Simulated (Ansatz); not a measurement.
An Ansatz (an electronic-structure program) run. Input:

Ansatz 0.2 input:
```yaml
crystal:
  lattice:
    - [-1.9145230497, 1.9145230497, 4.2512021459]
    - [1.9145230497, -1.9145230497, 4.2512021459]
    - [1.9145230497, 1.9145230497, -4.2512021459]
  atoms:
    - { symbol: Ta, position: [0.0, 0.0, 0.0] }
    - { symbol: Al, position: [0.5, 0.5, 0.0] }
    - { symbol: Al, position: [0.75, 0.25, 0.5] }
    - { symbol: Al, position: [0.25, 0.75, 0.5] }
kpoints:
  mp_grid: { grid: [15, 15, 15] }
hamiltonian:
  xc: pbesol
  pseudopotentials: { kind: paw }
scf:
  occupations: { method: fermi_dirac, width: 0.1 }
phonons:
  method: dfpt
  response_accuracy: low
  eigenvectors: true
  rigid_motions: translations
```

Output (shortened):

```
Pseudopotential: Ta, paw, valence charge 13
Pseudopotential: Al, paw, valence charge 3
Functional definition: PBEsol
Crystal: 4 atoms, lattice volume = 62.329 Å³
Basis set: ecut = 420 eV, 1219 PW (Γ), exchange–correlation on 72×72×72 points (8 copies of the dense FFT grid, shifted against one another)
Bands: 15, of which v1, the nominal top of the filled ones, is band 11 counted from 1 (10 counted from 0)
Symmetry: 16 space group operations
k-points: 512 of 3375 (irreducible under 4 space group operations, time reversal used)
SCF iter   1: F=—  HF=-11381.428005 eV  |F-HF|=—  |Δ(HF+E_count)|=         —  Δρ=3.27e-3  dr2=1.40e-2  ethr=1.77e-3  ⟨swp⟩=5.6  Hψ=45856  notcnv=0
preconditioner: auto → Kerker (q_TF=auto, 2.294 Å⁻¹)
SCF iter   2: F=—  HF=-11381.425607 eV  |F-HF|=—  |Δ(HF+E_count)|=   2.40e-3  Δρ=1.32e-3  dr2=1.47e-3  ethr=6.38e-5  ⟨swp⟩=1.1  Hψ=11852  notcnv=0
SCF iter   3: F=—  HF=-11381.425396 eV  |F-HF|=—  |Δ(HF+E_count)|=   2.11e-4  Δρ=4.16e-4  dr2=1.22e-4  ethr=6.69e-6  ⟨swp⟩=2.1  Hψ=9501  notcnv=0
SCF iter   4: F=—  HF=-11381.425377 eV  |F-HF|=—  |Δ(HF+E_count)|=   1.88e-5  Δρ=5.64e-5  dr2=2.68e-6  ethr=5.56e-7  ⟨swp⟩=2.1  Hψ=10869  notcnv=0
SCF iter   5: F=—  HF=-11381.425376 eV  |F-HF|=—  |Δ(HF+E_count)|=   8.67e-7  Δρ=9.57e-6  dr2=1.09e-7  ethr=1.22e-8  ⟨swp⟩=2.0  Hψ=11155  notcnv=0
SCF iter   6: F=—  HF=-11381.425377 eV  |F-HF|=—  |Δ(HF+E_count)|=   4.09e-7  Δρ=1.52e-6  dr2=1.35e-9  ethr=4.96e-10  ⟨swp⟩=2.2  Hψ=10880  notcnv=0
SCF iter   7: F=—  HF=-11381.425377 eV  |F-HF|=—  |Δ(HF+E_count)|=  1.36e-10  Δρ=1.76e-7  dr2=2.50e-11  ethr=6.12e-12  ⟨swp⟩=2.2  Hψ=11060  notcnv=0
SCF iter   8: F=-11381.425377 eV  HF=-11381.425377 eV  |F-HF|=9.09e-12  |Δ(HF+E_count)|=  5.46e-12  Δρ=2.71e-8  dr2=6.30e-13  ethr=1.00e-12  ⟨swp⟩=5.0  Hψ=30573  notcnv=0
the search or the solves at the SCF's close seem to have found levels that the self-consistency loop had missed (the run counts 2) …
SCF 1 converged in 8 iterations: F = -11381.425377 eV  dr2 = 6.30e-13
DFPT response loops at Γ: preconditioner auto → Kerker (q_TF=auto, 2.294 Å⁻¹) (partly filled bands, converged f_vac=0.000) …
SCF converged after 8 iterations
Free energy (F): -11381.425377 eV
Harris-Foulkes:  -11381.425377 eV  (|F-HF|=9.09e-12)
Internal energy: -11381.402707 eV  (E = F + TS)
E sigma→0 (E₀):  -11381.414042 eV
Entropy (-TS):   -0.022669 eV (-5.667 meV/atom)
Fermi energy:    11.878031 eV
--- Per-component energies (eV) ---
  E_band       = -135.536380
  E_kinetic    = 440.160551
  E_local      = -958.225077  (includes V_loc(G=0)·N_el)
  E_nonlocal   = 49.507699
  E_hartree    = 377.323070
  E_xc         = -337.408363
  E_vxc        = -294.146771  (∫ρ·V_xc dr)
  E_paw        = -9637.896512  (= ΣΔE_a)
  E_vpaw       = -127.479043  (= ΣTr[D̂ρ^β])
  E_aug_tail   = 0.000132  (compensation charges beyond the density's cutoff)
  E_ewald      = -1315.135270
  E_core_change = 0.271064  (= ΣΔE_core)
  E_smearing   = -0.022669  (= −TS)
  E_closure    =  0.000000  (closes the sum)
  Σ components = -11381.425377   (vs F -11381.425377, Δ=0.00e0)
  [band-id]    e_kinetic+e_local+e_nonlocal+2·e_hartree+e_vxc+e_vpaw+e_augmentation_tail = -135.536370   (vs E_band -135.536380, Δ=9.91e-6)
--- Band table (eV; the first three rows and the last of 512) ---
  k-point 0: bands = ["-55.7135", "-22.3418", "-22.3418", "-22.1628", "0.8697", "7.8135", "8.8481", "8.9426", "9.5911", "9.5911", "12.0036", "13.1666", "13.1666", "13.6303", "13.8134"]
  k-point 1: bands = ["-55.7135", "-22.3441", "-22.3437", "-22.1625", "0.9719", "7.9074", "8.6025", "8.9115", "9.3107", "9.8539", "11.4249", "13.2936", "13.3498", "13.7179", "14.0270"]
  k-point 2: bands = ["-55.7133", "-22.3503", "-22.3491", "-22.1616", "1.2749", "8.1779", "8.2379", "8.6973", "8.8399", "10.2171", "10.3728", "13.5006", "13.5881", "13.6163", "14.9409"]
  k-point 511: bands = ["-55.7135", "-22.3445", "-22.3422", "-22.1681", "3.0305", "3.1912", "8.2583", "9.9351", "10.4235", "11.1311", "11.7224", "11.8120", "12.2684", "14.8808", "17.0760"]
--- Phonons (Γ-DFPT): 6 representative perturbations + reference, on 512 of 3375 k-points (Σ response iterations 18) ---
  ASR residual: 2.969e-4 → 0.000e0 eV/Å²; symmetrization residual: 2.800e-5 eV/Å²
  ASR residual per site (eV/Å²): 2.97e-4 1.86e-5 3.00e-5 3.00e-5
  Γ frequencies (cm⁻¹): 0.00 0.00 0.00 163.06 207.94 207.94 286.94 313.03 334.82 334.82 360.26 360.26
  non-analytic LO–TO correction: not included (Born effective charges unavailable; polar crystals: no LO–TO splitting at Γ)
```

Cost: roughly 7 core-minutes on shared cores.

Space group I4/mmm. The first step of the workflow began from a Materials Project structure, measured or hypothetical; the Crystallography Open Database files this formula in space group No. 139, but the cells were not matched. Its standing as an ambient phase is unchecked. Symmetry was held in the PBEsol relaxation; whether a distortion lowers the energy is not shown. The run is not spin-polarised. As this level gives no gap, phonon frequencies hold no LO–TO term and depend on the k-mesh and smearing (Fermi–Dirac, 0.1 eV here). Spin–orbit coupling is left out wherever it is not named.

Potentials: the later of the program's two PAW sets.

Ansatz is a plane-wave DFT program.
